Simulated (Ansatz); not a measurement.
LaN:
```cif
data_La2N2
_chemical_formula_sum 'La2 N2'
_space_group_name_H-M_alt 'P 1'
_space_group_IT_number 1
_cell_length_a 4.44343
_cell_length_b 4.44343
_cell_length_c 3.69719
_cell_angle_alpha 90.000
_cell_angle_beta 90.000
_cell_angle_gamma 90.000
loop_
_space_group_symop_operation_xyz
  'x, y, z'
loop_
_atom_site_label
_atom_site_type_symbol
_atom_site_fract_x
_atom_site_fract_y
_atom_site_fract_z
_atom_site_occupancy
La1 La 0.50000 0.00000 0.26837 1
La2 La 0.00000 0.50000 0.73163 1
N1 N 0.50000 0.50000 0.00000 1
N2 N 0.00000 0.00000 0.00000 1
```

Relaxed with r²SCAN. r²SCAN in the plane-wave PAW code Ansatz gives a gap of 1.86 eV.

Question: What gap does HSE06 give on the same cell (Ansatz, PAW)?

Answer: 2.30 eV, 0.44 eV more. The hybrid was solved on a coarser mesh and at special points; the gap given is the minimum over both.

```csv
k,v1 r²SCAN,c1 r²SCAN,v1 HSE06,c1 HSE06
Γ,-0.29,1.86,-0.34,2.30
Z,-1.41,2.89,?,?
M,-0.64,2.11,?,?
A,-1.21,3.16,-1.38,3.91
R,-1.34,3.63,?,?
X,-1.04,2.29,?,?
```

Question: Top valence (v1) and lowest conduction level (c1) in eV from each method's valence maximum (which need not be a listed point): supply the withheld HSE06 values.

Answer: 
- Z, v1 HSE06: -1.54
- Z, c1 HSE06: 3.86
- X, v1 HSE06: -1.24
- X, c1 HSE06: 2.76
- R, v1 HSE06: -1.52
- R, c1 HSE06: 4.69
- M, v1 HSE06: -0.64
- M, c1 HSE06: 2.63

Cost on shared cores: the r²SCAN run (SCF on a 6×6×8 mesh, then bands and DOS) about 60 core-seconds (a rough figure), the HSE06 run (SCF on 5×5×6, then a few points) about 6 core-minutes (a rough figure); the tasks are unlike.

Space group P4/nmm. The workflow started from a Materials Project entry (that database holds measured and hypothetical structures alike); the Crystallography Open Database copy checked does not list it. COD files the formula under space group No. 225. Its standing as an ambient phase is unchecked. The r²SCAN relaxation kept the symmetry of its start. At this level the phase is mechanically unstable. Scalar-relativistic: spin–orbit coupling is off unless named, which matters more the heavier the elements.

Potentials: the later of the program's two PAW sets.
